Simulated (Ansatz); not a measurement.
A trial cell of Si₄PI, before relaxation:

```
Si P I
1.0
     0.00000    3.86724    3.86724
     3.86724    0.00000    3.86724
     3.86724    3.86724    0.00000
Si P I
4 1 1
Cartesian
  4.8371 2.8973 2.8973
  4.8371 4.8371 4.8371
  2.8973 4.8371 2.8973
  2.8973 2.8973 4.8371
  0.0000 0.0000 0.0000
  1.9336 1.9336 1.9336
```

All numbers below come from DFT PBE, scalar-relativistic, plane waves, PAW (Ansatz 0.2.0). Cutoff 420 eV, Gaussian smearing, Γ-centred meshes. Cell and atoms relax on a converged mesh. In metals the finer mesh still leaves noise of several meV/atom or more. The steps can't lower the symmetry of their start. No spin polarisation.

A guess keeps its type if space group and coordination stay and the shape of the cell changes little (axis ratios within about 15 %, angles within 6°); the volume may change.

Question: Will the relaxed cell still be of the starting type?

Answer: It keeps its type. The symmetry stays F-43m (No. 216). The volume per atom shrinks by 5.0 %, from 19.3 to 18.3 Å³. The shortest distance goes from 2.73 Å (Si–Si) to 2.65 Å (Si–Si). Counting neighbours within 15 % of an atom's shortest distance, the start has I 16, P 16, Si 6 and the end I 16, P 16, Si 6.

The last run used an 8×8×8 mesh for its 6-atom cell and Gaussian smearing of 0.10 eV. Spin–orbit coupling, which can matter for I, is left out. The cell is a metal run without spin; a magnetic state may lie lower. A structure relaxed within its symmetry needn't be a true minimum. Another cell of Si4PI relaxed alike, in P4/mmm, lies 0.45 eV/atom lower, so this cell isn't the stable form at this level.
